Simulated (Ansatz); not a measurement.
Ionic part of the dielectric constant of SiC at 18 GPa, mode by mode

Method: DFT LDA, scalar-relativistic, plane waves, PAW in Ansatz 0.2.0. Cutoff 420 eV, 12×12×6 k-points (Γ-centred), fixed occupations. No spin polarisation. Phonons by linear response, acoustic sum rule imposed.

It takes space group P6_3mc (No. 186, hexagonal). The conventional cell has a = 2.988 Å, b = 2.988 Å, c = 4.901 Å, α = 90.00°, β = 90.00°, γ = 120.00°. Around Si (site symmetry 3m) lie 4 C at 1.83 to 1.84 Å. Around C (site symmetry 3m) lie 4 Si at 1.83 to 1.84 Å.

The primitive cell has V = 37.89 Å³ and ε∞,xx = 6.737. Each polar mode adds Δε = (4.92064×10⁷/V)·S/ν² along x, with S its oscillator strength in e²/amu, ν in cm⁻¹ and V in Å³.

Problem. From these modes, find each Δε and ε0,xx.
| ν (cm⁻¹) | S_xx (e²/amu) |
| --- | --- |
| 866.0 | 1.788 |

Solution.
| ν (cm⁻¹) | Δε |
| --- | --- |
| 866.0 | 3.10 |

The sum is 3.096, so ε0,xx = 9.83; the run's tensor has 9.83.

Problem. Where do the longitudinal modes lie for a wave vector along x?

Solution. At 1046 cm⁻¹. The Lyddane–Sachs–Teller product Π(ν_LO/ν_TO)² = 1.46 matches ε0/ε∞ = 1.46.

Cost: 1 run of about 1.9 core-minutes, on Arm Neoverse V1 (shared hosts).